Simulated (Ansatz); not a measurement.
## HfGeS: course of a relaxation

The calculation used DFT r2SCAN, scalar-relativistic, plane waves, PAW in Ansatz 0.2.0. Settings: 500 eV cutoff, 10×10×6 k-mesh, Gaussian smearing of 0.10 eV, no spin polarisation.

What was changed: biaxial strain in the a-b plane, c and atoms relaxed: +2.0 %.

Spin–orbit coupling is left out, which can shift energies with elements as heavy as these.

Command:

```bash
ansatz run input.yaml --threads 1 --pin off --max-ram 2560MiB --backend cpu --events-out ev --progress --plain --runs-dir out
```

Input:

```yaml
crystal:
  lattice:
    - [3.6901324173, 0.0, 0.0]
    - [0.0, 3.6901324173, 0.0]
    - [0.0, 0.0, 7.8677874614]
  atoms:
    - { symbol: Hf, position: [0.0, 0.5, 0.2740843065] }
    - { symbol: Hf, position: [0.5, 0.0, 0.7259156935] }
    - { symbol: Ge, position: [0.0, 0.0, 0.0] }
    - { symbol: Ge, position: [0.5, 0.5, 0.0] }
    - { symbol: S, position: [0.0, 0.5, 0.6201124991] }
    - { symbol: S, position: [0.5, 0.0, 0.3798875009] }
basis:
  ecutwfc: 500
kpoints:
  mp_grid: { grid: [10, 10, 6] }
hamiltonian:
  xc: r2scan
scf:
  occupations: { method: gaussian, width: 0.1 }
output:
  forces: true
  stress: true
  eigenvalues: true
relax:
  adjacent_minimum: "off"
  f_tol: 0.008
  max_steps: 40
  cell: { stress_tol: 0.015, fix: [a, b, gamma] }
```

F is the free energy. Steps run on the plane waves of an earlier cell, but the last one, and at times one on the way, on a freshly chosen basis, so a repeated geometry can differ a little in energy. The held parts of the cell keep their stress, so P needn't end at zero.

Steps:

```tsv
step	F − F(1) (eV)	largest force component (eV/Å)	V (Å³/atom)	P (GPa)
1	0.0000	0.072	17.856	-3.18
2	0.0021	0.168	17.927	-3.82
3	-0.0004	0.002	17.877	-3.37
4	-0.0005	0.002	17.877	-3.37
```

Relaxed structure:

```yaml
crystal:
  lattice:
    - [3.69013, 0.00000, 0.00000]
    - [0.00000, 3.69013, 0.00000]
    - [0.00000, 0.00000, 7.87704]
  atoms:
    - { symbol: Hf, position: [0.00000, 0.50000, 0.27458] }
    - { symbol: Hf, position: [0.50000, 0.00000, 0.72542] }
    - { symbol: Ge, position: [0.00000, 0.00000, 0.00000] }
    - { symbol: Ge, position: [0.50000, 0.50000, 0.00000] }
    - { symbol: S, position: [0.00000, 0.50000, 0.62025] }
    - { symbol: S, position: [0.50000, 0.00000, 0.37975] }
```

It takes space group P4/nmm (No. 129, tetragonal). The conventional cell has a = 3.690 Å, b = 3.690 Å, c = 7.877 Å, α = 90.00°, β = 90.00°, γ = 90.00°. Hf (site symmetry 4mm) is surrounded by 5 S at 2.72 to 2.74 Å and 4 Ge at 2.84 Å. Ge (site symmetry -4m2) is surrounded by 4 Ge at 2.61 Å and 4 Hf at 2.84 Å. S (site symmetry 4mm) is surrounded by 5 Hf at 2.72 to 2.74 Å.

The run converged. Time: 5.4 min on 1 thread of Arm Neoverse V1, on a shared host, peak memory 0.87 GiB.